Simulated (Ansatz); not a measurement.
CoMo:
```yaml
crystal:
  lattice:
    - [0.00000, 2.41005, 2.41005]
    - [2.41005, 0.00000, 2.41005]
    - [2.41005, 2.41005, 0.00000]
  atoms:
    - { symbol: Co, position: [0.00000, 0.00000, 0.00000] }
    - { symbol: Mo, position: [0.50000, 0.50000, 0.50000] }
```
The run is spin-polarised; directions of the spins, atom by atom: 0 0.

Relaxed with r²SCAN.

Question: Map the valence electron density (e/Å³), cut off at 5 on the plane through (0.000, 0.000, 0.000) spanned by u = [1, 0, 0] and v = [0, 1, -1] in lattice vectors, from r²SCAN in the plane-wave PAW code Ansatz.

Answer: x is the fraction of u, y of v (the angle between them is 90°; rows are the nearest grid lines); atoms in the plane: Co at (0.00, 0.00), Mo at (0.50, 0.50).
```
y \ x   0.000  0.118  0.176  0.294  0.353  0.471  0.529  0.647  0.706  0.824  0.882   1.00
------  -----  -----  -----  -----  -----  -----  -----  -----  -----  -----  -----  -----
1.00     5.00   5.00   3.65  0.449  0.301  0.223  0.223  0.301  0.449   3.65   5.00   5.00
0.941    5.00   5.00   2.98  0.441  0.307  0.232  0.232  0.307  0.441   2.98   5.00   5.00
0.824    3.66   1.76  0.915  0.449  0.420  0.411  0.411  0.420  0.449  0.915   1.76   3.66
0.765    1.04  0.720  0.559  0.554  0.678  0.939  0.939  0.678  0.554  0.559  0.720   1.04
0.706   0.450  0.430  0.449  0.847   1.42   2.46   2.46   1.42  0.847  0.449  0.430  0.450
0.588   0.245  0.291  0.413   2.07   4.13   5.00   5.00   4.13   2.07  0.413  0.291  0.245
0.529   0.223  0.271  0.410   2.46   4.85   5.00   5.00   4.85   2.46  0.410  0.271  0.223
0.471   0.223  0.271  0.410   2.46   4.85   5.00   5.00   4.85   2.46  0.410  0.271  0.223
0.412   0.245  0.291  0.413   2.07   4.13   5.00   5.00   4.13   2.07  0.413  0.291  0.245
0.294   0.450  0.430  0.449  0.847   1.42   2.46   2.46   1.42  0.847  0.449  0.430  0.450
0.235    1.04  0.720  0.559  0.554  0.678  0.939  0.939  0.678  0.554  0.559  0.720   1.04
0.176    3.66   1.76  0.915  0.449  0.420  0.411  0.411  0.420  0.449  0.915   1.76   3.66
0.0588   5.00   5.00   2.98  0.441  0.307  0.232  0.232  0.307  0.441   2.98   5.00   5.00
0.000    5.00   5.00   3.65  0.449  0.301  0.223  0.223  0.301  0.449   3.65   5.00   5.00
```

The density is the valence pseudo-density with augmentation charge, so density and ELF within about 1 Å of a nucleus are not all-electron values.

Space group Fm-3m (rock salt). The start of the workflow was typed in or built on a structure type; neither database checked (COD, Materials Project) lists it. Its standing as an ambient phase is unchecked. The r²SCAN relaxation kept the symmetry of its start. At this level the phase is mechanically unstable. Spin order of the final state: ferromagnetic, the only order run, not a proven ground state. Its formation energy is positive at this level, so the cell may be metastable or incomplete. Other orbital occupations within this spin state were not tried.

Potentials: the earlier of the program's two PAW sets.
